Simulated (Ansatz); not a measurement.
RhC₂ in the fluorite structure

The computed numbers are results of PBEsol, scalar-relativistic (no spin polarisation) in the plane-wave PAW code Ansatz at 420 eV, 12×12×12 k-mesh, Gaussian smearing of 0.05 eV; PAW files: Ansatz's generated set soft_2.

```
CELL_PARAMETERS angstrom
0.00000 2.44125 2.44125
2.44125 0.00000 2.44125
2.44125 2.44125 0.00000
ATOMIC_POSITIONS crystal
Rh 0.00000 0.00000 0.00000
C 0.25000 0.25000 0.25000
C 0.75000 0.75000 0.75000
```

The start was a prototype's sites filled with these elements, not a measured cell.

```yaml
Space_group: Fm-3m (No. 225)
Volume: 9.70 Å³/atom
Band_gap: zero (metallic)
Density_of_states_at_the_Fermi_level: 0.66 states/(eV·atom)
Formation_energy_from_the_elements_0_K_uncorrected: 1.86 eV/atom (unstable against the elements)
Bulk_modulus_Birch–Murnaghan: 276 GPa
Pressure_derivative_B0′: 4.9
```

The calculation's cell holds 25 valence electrons, an odd number. Without magnetic order each band takes two, so one stays part-filled and the crystal must be a metal. (Only strong correlation, outside this picture, could make a Mott insulator of it.)

Spin polarisation wasn't tried.
